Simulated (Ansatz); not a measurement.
Relaxed-ion elastic tensor of TePb (rock salt, Fm-3m) in GPa (Voigt order), the program Ansatz at the PBEsol level (PAW); density 8.31 g/cm³, 33.44 Å³ per atom.

|  | 1 | 2 | 3 | 4 | 5 | 6 |
|---|---|---|---|---|---|---|
| 1 | 126 | 4.6 | 4.6 | 0.0 | 0.0 | 0.0 |
| 2 | 4.6 | 126 | 4.6 | 0.0 | 0.0 | 0.0 |
| 3 | 4.6 | 4.6 | 126 | 0.0 | 0.0 | 0.0 |
| 4 | 0.0 | 0.0 | 0.0 | 14.8 | 0.0 | 0.0 |
| 5 | 0.0 | 0.0 | 0.0 | 0.0 | 14.8 | 0.0 |
| 6 | 0.0 | 0.0 | 0.0 | 0.0 | 0.0 | 14.8 |

Task: Is the crystal mechanically stable?

Result: Yes: the smallest eigenvalue of C is 14.8 GPa.

Task: Work out the Voigt, Reuss and Hill averages.

Result: K_V = 44.9, K_R = 44.9, K_H = 44.9; G_V = 33.1, G_R = 21.2, G_H = 27.1 GPa.

Task: Give Young's modulus, Poisson's ratio, Pugh's ratio and the universal anisotropy index.

Result: E = 9KG/(3K + G) = 67.8 GPa; ν = 0.25; K/G = 1.66 (near the Pugh limit of 1.75, no verdict); A_U = 5G_V/G_R + K_V/K_R − 6 = 2.79.

Task: Estimate the sound speeds and the Debye temperature.

Result: v_l = √((K + 4G/3)/ρ) = 3120 m/s, v_t = √(G/ρ) = 1810 m/s, mean 2010 m/s; Θ = (h/k)(3n/4πV)^(1/3) v_m = 185 K.

Task: Give the Zener ratio and Young's modulus along [100], [110] and [111].

Result: A = 2C44/(C11 − C12) = 0.25; 1/E = S11 − 2(S11 − S12 − S44/2)Γ with Γ = 0, 1/4, 1/3 gives 125, 48.2, 40.0 GPa.

Task: Solve the Christoffel equation for the three sound speeds along [100], [110], [111].

Result: Eigenvalues of C_ijkl n_j n_l equal ρv². In km/s, slowest first: [100] 1.33, 1.33, 3.89; [110] 1.33, 2.70, 3.10; [111] 2.33, 2.33, 2.79.

The PBEsol relaxation kept the symmetry of its start. Spin–orbit coupling is left out wherever it is not named.

Potentials: the earlier of the program's two PAW sets. The files were generated under PBE; for other functionals the program regenerates the frozen cores, and for LDA and PBEsol the local potential too.
